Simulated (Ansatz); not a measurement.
Start of a relaxation of LaHg3N2:

```
CELL_PARAMETERS angstrom
3.70318 0.00000 0.00000
0.00000 3.70318 0.00000
0.00000 0.00000 8.30569
ATOMIC_POSITIONS crystal
La 0.50000 0.50000 0.00000
Hg 0.50000 0.00000 0.38616
Hg 0.00000 0.50000 0.61384
Hg 0.00000 0.00000 0.00000
N 0.50000 0.00000 0.73448
N 0.00000 0.50000 0.26552
```

Theory: DFT PBE, scalar-relativistic, plane waves, PAW (Ansatz 0.2.0). Cutoff 420 eV, Gaussian smearing, Γ-centred meshes. Cell and atoms relax first on a coarse mesh and then on a finer one. In between, the cell is made exact in the group found at 0.06 Å. In metals the finer mesh still leaves noise of several meV/atom or more. The steps can't lower the symmetry of their start. No spin polarisation.

A guess keeps its type if space group and coordination stay and the shape of the cell changes little (axis ratios within about 15 %, angles within 6°); the volume may change.

Task: Will the relaxed cell still be of the starting type?

Result: It doesn't keep its type. The symmetry stays P-4m2 (No. 115). The volume per atom grows by 26.8 %, from 19.0 to 24.1 Å³. The shortest distance goes from 2.62 Å (La–Hg) to 2.30 Å (Hg–N). The ratio c/a of the conventional cell changes by a factor of 0.68. Counting neighbours within 15 % of an atom's shortest distance, the start has Hg 5/8, La 8, N 9 and the end Hg 1/4, La 4, N 5. In detail, at the end around La lie 4 N at 2.42 Å and 4 Hg at 3.23 Å; Hg on a site of symmetry 2mm has 1 N at 2.30 Å; N has 3 Hg at 2.30–2.42 Å and 2 La at 2.42 Å; 1 more site not described.

Space group P-4m2 (No. 115). a = 4.564 Å, b = 4.564 Å, c = 6.935 Å, α = 90.00°, β = 90.00°, γ = 90.00°
```json
{"atom": "La", "site": "1b", "symmetry": "-4m2", "x": "0.5000", "y": "0.5000", "z": "0.0000"}
{"atom": "Hg", "site": "2g", "symmetry": "2mm.", "x": "0.5000", "y": "0.0000", "z": "0.5502"}
{"atom": "Hg", "site": "1a", "symmetry": "-4m2", "x": "0.0000", "y": "0.0000", "z": "0.0000"}
{"atom": "N", "site": "2g", "symmetry": "2mm.", "x": "0.5000", "y": "0.0000", "z": "0.8825"}
```

The zero of energy is the elements' standard structures at the same level (N₂ as a molecule); no fitted shifts are applied. The references include crystalline Hg.

Task: At what energy does it end?

Result: +0.14 eV/atom. A positive value: parting into the elements would lower its energy.

The last run used an 8×8×6 mesh (in the run's order of axes) for its 6-atom cell and Gaussian smearing of 0.10 eV. These runs have no spin–orbit coupling, which can matter for Hg. An odd number of electrons in the primitive cell allows no gap without spin; a larger cell or a magnetic state could open one. A structure relaxed within its symmetry needn't be a true minimum.

In counts of neighbours, a slash parts the counts of unlike sites.
